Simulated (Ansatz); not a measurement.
Mg2Si (fluorite or antifluorite type, Fm-3m), DFT-PBEsol in the program Ansatz with PAW potentials. The conduction-band minimum lies at X, with 3 equivalent valleys. Second derivatives d²E/dk² of the lowest band at one valley (eV·Å²), along Cartesian directions:

| direction | d²E/dk² |
|---|---|
| [100] | 13.20 |
| [010] | 41.31 |
| [001] | 41.31 |
| [110] | 27.26 |
| [101] | 27.26 |
| [011] | 40.77 |

### Question
Find the principal effective masses, the density-of-states mass and the conductivity mass.

### Answer
Off-diagonal terms follow from H_xy = H[110] − (H_xx + H_yy)/2, and m*/mₑ = 7.620 eV·Å² over each eigenvalue: 0.18, 0.19, 0.58. One valley's DOS mass (m₁m₂m₃)^(1/3) = 0.27, conductivity mass 3/(Σ 1/mᵢ) = 0.24 mₑ.

### Question
What effective density of states Nc follows at 300 K for parabolic valleys?

### Answer
Nc = 2.509e19 × 3 × (0.27)^(3/2) ≈ 1.1e19 cm⁻³.

Symmetry was held in the PBEsol relaxation.

Potentials: the later of the program's two PAW sets.

Edges and masses are those of Kohn–Sham bands, whose gap is no quasiparticle gap.
